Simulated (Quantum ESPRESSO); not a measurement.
## Band energies of MgH$_{2}$

```
CELL_PARAMETERS angstrom
      4.47907     0.00000     0.00000
      0.00000     5.39262     0.00000
      0.00000     0.00000     4.89550
ATOMIC_POSITIONS crystal
  H  0.72769 0.89107 0.41981
  H  0.27231 0.10893 0.58019
  H  0.77231 0.60893 0.91981
  H  0.22769 0.39107 0.08019
  H  0.22769 0.60893 0.58019
  H  0.77231 0.39107 0.41981
  H  0.27231 0.89107 0.08019
  H  0.72769 0.10893 0.91981
  Mg 0.50000 0.83153 0.75000
  Mg 0.50000 0.16847 0.25000
  Mg 0.00000 0.66847 0.25000
  Mg 0.00000 0.33153 0.75000
```

PBEsol (pw.x of Quantum ESPRESSO, ONCV potentials, without SOC); path ΓXSYΓZURTZ,YT,UX,SR; energies in eV from the valence-band maximum.

| k (1/Å) | point | band 20 | band 21 | band 22 | band 23 | band 24 | band 25 | band 26 | band 27 |
|---|---|---|---|---|---|---|---|---|---|
| 0.00 | Γ | -2.23 | -1.95 | -0.94 | -0.25 | 0.00 | 3.53 | 4.29 | 5.70 |
| 0.70 | X | -1.62 | -1.59 | -1.59 | -1.14 | -1.14 | 3.69 | 3.69 | 5.43 |
| 1.34 | S | -3.98 | -1.16 | -1.16 | -1.16 | -1.16 | 4.07 | 4.07 | 4.07 |
| 2.04 | Y | -2.23 | -1.02 | -1.02 | -0.72 | -0.72 | 4.69 | 4.69 | 5.03 |
| 2.26 |  | -2.05 | -1.50 | -0.74 | -0.56 | -0.39 | 4.21 | 4.79 | 4.87 |
| 2.69 | Γ | -2.23 | -1.95 | -0.94 | -0.25 | 0.00 | 3.53 | 4.29 | 5.70 |
| 2.88 |  | -1.85 | -1.46 | -0.87 | -0.52 | -0.16 | 3.66 | 4.40 | 5.23 |
| 3.27 | Z | -1.69 | -1.12 | -1.12 | -0.55 | -0.55 | 4.53 | 4.53 | 5.15 |
| 3.62 |  | -2.31 | -1.47 | -1.47 | -0.54 | -0.54 | 4.76 | 4.76 | 6.17 |
| 3.97 | U | -3.66 | -1.14 | -1.14 | -0.67 | -0.67 | 4.78 | 4.78 | 4.92 |
| 4.13 |  | -3.58 | -1.40 | -1.40 | -0.84 | -0.84 | 4.93 | 4.93 | 5.28 |
| 4.61 | R | -3.33 | -2.47 | -2.47 | -2.47 | -2.47 | 6.87 | 6.87 | 6.87 |
| 4.79 |  | -3.64 | -2.05 | -2.05 | -2.01 | -2.01 | 6.48 | 6.48 | 6.56 |
| 5.31 | T | -4.43 | -0.41 | -0.41 | -0.41 | -0.41 | 5.82 | 5.82 | 5.82 |
| 5.96 | Z | -1.69 | -1.12 | -1.12 | -0.55 | -0.55 | 4.53 | 4.53 | 5.15 |
| 5.96 | Y | -2.23 | -1.02 | -1.02 | -0.72 | -0.72 | 4.69 | 4.69 | 5.03 |
| 6.25 |  | -3.20 | -0.84 | -0.84 | -0.26 | -0.26 | 4.84 | 4.84 | 5.60 |
| 6.54 | T | -4.43 | -0.41 | -0.41 | -0.41 | -0.41 | 5.82 | 5.82 | 5.82 |
| 6.54 | U | -3.66 | -1.14 | -1.14 | -0.67 | -0.67 | 4.78 | 4.78 | 4.92 |
| 6.73 |  | -3.18 | -1.32 | -1.32 | -0.56 | -0.56 | 4.24 | 4.24 | 5.38 |
| 7.12 | X | -1.62 | -1.59 | -1.59 | -1.14 | -1.14 | 3.69 | 3.69 | 5.43 |
| 7.12 | S | -3.98 | -1.16 | -1.16 | -1.16 | -1.16 | 4.07 | 4.07 | 4.07 |
| 7.70 | R | -3.33 | -2.47 | -2.47 | -2.47 | -2.47 | 6.87 | 6.87 | 6.87 |

The PBEsol gap is indirect, 3.41 eV, from Γ to 67 % of the way from Γ to X; the smallest direct gap is 3.53 eV.

Geometry of the Materials Project entry, not relaxed at this level.

The structure is a Materials Project entry; no match was found in the copy of COD used, and its stability was not checked.

Letters of k points follow the standard setting of the lattice, whose axes may be ordered differently from the printed cell.
